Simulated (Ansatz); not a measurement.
Input and command of a calculation in Ansatz (plane waves; scalar-relativistic PAW potentials unless the input names others):

```yaml
crystal:
  lattice:
    - [0.0, -2.02398, -2.02398]
    - [-2.02398, 0.0, -2.02398]
    - [2.02398, 2.02398, -4.04796]
  atoms:
    - { symbol: Al, position: [0.5378244263, 0.5378244263, 0.4999861673] }
    - { symbol: Al, position: [-0.0378244263, -0.0378244263, 1.38327e-05] }
  symmetry: { detect: false }
basis:
  ecutwfc: 420
kpoints:
  mp_grid: { grid: [18, 18, 20] }
hamiltonian:
  xc: pbesol
scf:
  occupations: { method: gaussian, width: 0.15 }
output:
  forces: true
  eigenvalues: true
  stress: true
```

```bash
ansatz run input.yaml --threads 2 --pin off --max-ram 5120MiB --backend cpu --events-out ev --progress --plain --runs-dir out
```

Abridged log:
```
Basis set: ecut = 420 eV, 663 PW (Γ), exchange–correlation on 40×40×72 points (8 copies of the dense FFT grid, shifted against one another)
Bands: 7, of which v1, the nominal top of the filled ones, is band 3 counted from 1 (2 counted from 0)
Symmetry: 1 space group operations
k-points: 3244 of 6480 (time reversal used)
SCF iter   1: F=—  HF=-1049.032438 eV  |F-HF|=—  |Δ(HF+E_count)|=         —  Δρ=9.95e-4  dr2=1.89e-4  ethr=1.77e-3  ⟨swp⟩=5.1  Hψ=181702  notcnv=0
SCF iter   2: F=—  HF=-1049.032541 eV  |F-HF|=—  |Δ(HF+E_count)|=   1.02e-4  Δρ=5.85e-4  dr2=6.97e-5  ethr=3.16e-6  ⟨swp⟩=1.6  Hψ=51501  notcnv=0
SCF iter   3: F=—  HF=-1049.032543 eV  |F-HF|=—  |Δ(HF+E_count)|=   2.36e-6  Δρ=3.08e-5  dr2=3.57e-7  ethr=1.16e-6  ⟨swp⟩=1.0  Hψ=22221  notcnv=0
SCF iter   4: F=—  HF=-1049.032543 eV  |F-HF|=—  |Δ(HF+E_count)|=   1.58e-8  Δρ=1.66e-5  dr2=4.24e-7  ethr=5.94e-9  ⟨swp⟩=2.2  Hψ=30860  notcnv=0
SCF iter   5: F=-1049.032543 eV  HF=-1049.032543 eV  |F-HF|=2.48e-8  |Δ(HF+E_count)|=   1.12e-7  Δρ=4.40e-6  dr2=2.96e-8  ethr=5.94e-9  ⟨swp⟩=1.9  Hψ=28165  notcnv=0
SCF iter   6: F=-1049.032543 eV  HF=-1049.032543 eV  |F-HF|=4.59e-10  |Δ(HF+E_count)|=   8.28e-9  Δρ=7.05e-7  dr2=5.77e-10  ethr=4.93e-10  ⟨swp⟩=2.4  Hψ=77464  notcnv=0
SCF 1 converged in 6 iterations: F = -1049.032543 eV  dr2 = 5.77e-10
SCF converged after 6 iterations
Free energy (F): -1049.032543 eV
Harris-Foulkes:  -1049.032543 eV  (|F-HF|=4.59e-10)
Internal energy: -1049.022838 eV  (E = F + TS)
E sigma→0 (E₀):  -1049.027690 eV
Entropy (-TS):   -0.009705 eV (-4.853 meV/atom)
Fermi energy:    7.808874 eV
--- Forces (eV/Å), atoms counted from 1 ---
  atom   1  Al     0.17614680     0.17614680     0.21293167
  atom   2  Al    -0.17614680    -0.17614680    -0.21293166
--- Stress (GPa, compression-positive) ---
       -0.019597       1.460925      -0.245840
        1.460925      -0.019597      -0.245841
       -0.245840      -0.245841      -2.089507
  P = ⅓ Tr σ = -0.7096 GPa (-7.096 kbar)
```

Apart from outputs and empty bands, the input differs from a reference run on usual settings in crystal.symmetry: not typed → {"detect": false}. The reference, at the same geometry (not necessarily relaxed), gave pressure -0.71 GPa, largest force 0.328 eV/Å, no gap on the mesh. This run converged in 6 SCF iterations (reference: 6) with an energy at zero smearing within 0.01 meV/atom of the reference's, pressure -0.71 GPa, largest force 0.328 eV/Å, no gap on the mesh.

It took 37 s on 2 threads of Arm Neoverse V1, with other jobs on the host, peak memory 1.5 GiB.